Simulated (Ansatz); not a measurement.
LaWN₃:
```cif
data_La2N6W2
_chemical_formula_sum 'La2 W2 N6'
_space_group_name_H-M_alt 'P 1'
_space_group_IT_number 1
_cell_length_a 5.61939
_cell_length_b 5.61939
_cell_length_c 5.61939
_cell_angle_alpha 60.332
_cell_angle_beta 60.332
_cell_angle_gamma 60.332
loop_
_space_group_symop_operation_xyz
  'x, y, z'
loop_
_atom_site_label
_atom_site_type_symbol
_atom_site_fract_x
_atom_site_fract_y
_atom_site_fract_z
_atom_site_occupancy
La1 La 0.53680 0.53680 0.53680 1
La2 La 0.03680 0.03680 0.03680 1
W1 W 0.78547 0.78547 0.78547 1
W2 W 0.28547 0.28547 0.28547 1
N1 N 0.00039 0.10326 0.55578 1
N2 N 0.55578 0.00039 0.10326 1
N3 N 0.10326 0.55578 0.00039 1
N4 N 0.05578 0.60326 0.50039 1
N5 N 0.60326 0.50039 0.05578 1
N6 N 0.50039 0.05578 0.60326 1
```

Relaxed with PBEsol. PBEsol in the plane-wave PAW code Ansatz gives a gap of 0.98 eV.

Problem. What gap does HSE06 give on the same cell (Ansatz, PAW)?

Solution. 1.74 eV, 0.75 eV more. The hybrid was solved on a coarser mesh and at special points; its gap is the smallest among all of these.

| k | v1 PBEsol | c1 PBEsol | v1 HSE06 | c1 HSE06 |
|---|---|---|---|---|
| Γ | -0.24 | 1.04 | (withheld) | (withheld) |
| T | -0.92 | 2.43 | -0.98 | 3.43 |
| L | -0.49 | 1.67 | (withheld) | (withheld) |
| F | 0.00 | 1.39 | (withheld) | (withheld) |
| S0 | -0.15 | 1.26 | (withheld) | (withheld) |
| H0 | -0.63 | 2.00 | -0.70 | 2.91 |

Problem. Top valence (v1) and lowest conduction level (c1) in eV from each method's valence maximum (which need not be a listed point): supply the withheld HSE06 values.

Solution. 
- L, v1 HSE06: -0.54
- L, c1 HSE06: 2.55
- F, v1 HSE06: 0.00
- F, c1 HSE06: 2.14
- S0, v1 HSE06: -0.18
- S0, c1 HSE06: 2.08
- Γ, v1 HSE06: -0.26
- Γ, c1 HSE06: 1.78

Cost on shared cores: the PBEsol run (SCF on a 6×6×6 mesh, then bands and DOS) around 3 core-minutes (rough), the HSE06 run (SCF on 4×4×4, then a few points) very roughly 4 core-minutes; the tasks are unlike.

Space group R3c. The workflow started from a Materials Project entry (that database holds measured and hypothetical structures alike); the Crystallography Open Database copy checked does not list it. Its standing as an ambient phase is unchecked. The PBEsol relaxation kept the symmetry of its start; phonons on a q-mesh show no instability. The run is not spin-polarised. Spin–orbit coupling is left out wherever it is not named.

Potentials: the later of the program's two PAW sets.
